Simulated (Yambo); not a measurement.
G0W0@LDA for BaTiP2O8 (space group C2/m, No. 12) in Yambo. Reference settings: 2×2×1 Γ-centred k mesh, bands 2 to 256 and a 7 Ry block in the screening, 256 bands in G with the Bruneval-Gonze terminator, plasmon pole fitted at 27.2 eV. The LDA gap (-0.5, -0.5, 0) → Γ on this mesh is 2.65 eV; G0W0 gaps are taken between the same points.

With and without the terminator, as bands are cut:

```csv
bands in G (in W),"gap, terminator (eV)","gap, none (eV)","valence shift, terminator (eV)","valence shift, none (eV)"
104 (256),5.280,5.426,-0.839,-0.209
169 (256),5.299,5.439,-0.859,-0.478
256 (256),5.317,5.442,-0.873,-0.659
```

Over this range the gap spans 0.037 eV with the terminator and 0.016 eV without, the valence shift 0.034 eV and 0.450 eV. Neither column has reached its limit for certain.

Geometry of the Materials Project entry, not relaxed at this level; primitive cell a = 4.9157 Å, b = 4.9157 Å, c = 7.8412 Å, α = 93.49°, β = 93.49°, γ = 64.64°.

The structure is a Materials Project entry; no match was found in the copy of COD used, and its stability was not checked.

A shift is the quasiparticle energy of the state minus its LDA energy.
